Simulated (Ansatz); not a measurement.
# Rh (fcc, Cu type), scan of one atom of the cell

Starting cell, Rh (fcc, Cu type):

```
Rh
1.0
    3.83006     0.00000     0.00000
    0.00000     3.83006     0.00000
    0.00000     0.00000     3.83006
Rh
4
Direct
  0.00000   0.00000   0.00000
  0.50000   0.50000   0.00000
  0.50000   0.00000   0.50000
  0.00000   0.50000   0.50000
```

In each cell atom 1 (Rh, nearest neighbour Rh at 2.708 Å; its periodic images, 3.8 Å or more away, move with it) moves by s·(1.000, 0.000, 0.000) (along Cartesian x), the rest being held.

Calculation: PBE (plane waves to 420 eV, PAW, scalar-relativistic; Ansatz, an electronic-structure program). k mesh 10×10×10 (Γ-centred), Fermi-Dirac smearing 0.05 eV. E stands for the smeared free energy. Stress and pressure are positive under compression. With partly filled bands, energies and forces of such displacements shift with the k mesh and the smearing. F∥ is the force on the atom along that direction. Rh is run without spin polarisation. Rh was relaxed with its symmetry unable to fall. ΔE is measured from the undisplaced structure.

| s (Å) | ΔE (meV/cell) | F∥ (eV/Å) | P (GPa) |
|---|---|---|---|
| -0.540 | 1760 | 7.247 | 19.8 |
| -0.432 | 1078 | 5.381 | 12.5 |
| -0.324 | 586 | 3.781 | 7.0 |
| -0.216 | 255 | 2.389 | 3.1 |
| -0.108 | 63 | 1.172 | 0.8 |
| 0.000 | 0 | 0.000 | 0.0 |
| 0.108 | 63 | -1.172 | 0.8 |
| 0.216 | 255 | -2.389 | 3.1 |
| 0.324 | 586 | -3.781 | 7.0 |
| 0.432 | 1078 | -5.381 | 12.5 |
| 0.540 | 1760 | -7.247 | 19.8 |

Derived quantities:

The energy at s = 0.540 Å comes out as 1760 meV/cell and the force along the line at s = -0.540 Å is 7.25 eV/Å. The force constant k = d²E/ds² at s = 0 (finite differences) comes out as 10.8 eV/Å². Symmetry of the curve: even: the same for both signs. Shape of the curve: a single well with its minimum at or next to zero displacement. Harmonic estimate at the end of the scan: ½ks² = 1572 meV/cell against the computed 1760 meV/cell, so the well is stiffer than harmonic there.

The 11 points together took about 4 core-minutes (a rough figure).

(For displaced atoms, the force is minus the slope of the energy, and its curvature is a force constant, which sets phonon frequencies.)
